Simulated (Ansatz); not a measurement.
## Coordination and Cs-133 quadrupole coupling in Cs3Y2I9 at a changed volume

Cell: an entry of the Crystallography Open Database (COD), relaxed with PBE at fixed cell and then changed (volume scaled by 0.96).

```cif
data_Cs3Y2I9
_symmetry_space_group_name_H-M 'P6_3/mmc'
_symmetry_Int_Tables_number 194
_cell_length_a 8.2924
_cell_length_b 8.2924
_cell_length_c 20.9924
_cell_angle_alpha 90.000
_cell_angle_beta 90.000
_cell_angle_gamma 120.000
loop_
_atom_site_label
_atom_site_type_symbol
_atom_site_symmetry_multiplicity
_atom_site_Wyckoff_symbol
_atom_site_fract_x
_atom_site_fract_y
_atom_site_fract_z
Cs1 Cs 2 b 0.0000 0.0000 0.2500
Cs3 Cs 4 f 0.3333 0.6667 0.0683
Y Y 4 f 0.6667 0.3333 0.1555
I11 I 6 h 0.5017 0.0035 0.2500
I17 I 12 k 0.8379 0.6759 0.0840
```

One atom of each set is listed.

The numbers come from a DFT calculation in Ansatz (PBE, plane waves and PAW, scalar-relativistic, 420 eV cutoff, Γ-centred 4×4×2 k-points, Fermi–Dirac smearing 0.02 eV).

Q(Cs-133) = -3.430 mb.

Problem. Order the Cs environments from the weakest to the strongest quadrupole coupling.
A. Cs3: 12 I at 4.03–4.52 Å
B. Cs1: 12 I at 4.15–4.19 Å

Solution. B (0.093 MHz, η = 0.00), A (0.151 MHz, η = 0.00).

An axis of threefold or higher order runs through Cs1 and Cs3, so V_zz lies along it and η is zero.

Without spin–orbit coupling the gradients at and beside I can be off by some per cent, at some sites by more. The atoms aren't relaxed in the changed cell (largest force 0.3 eV/Å).
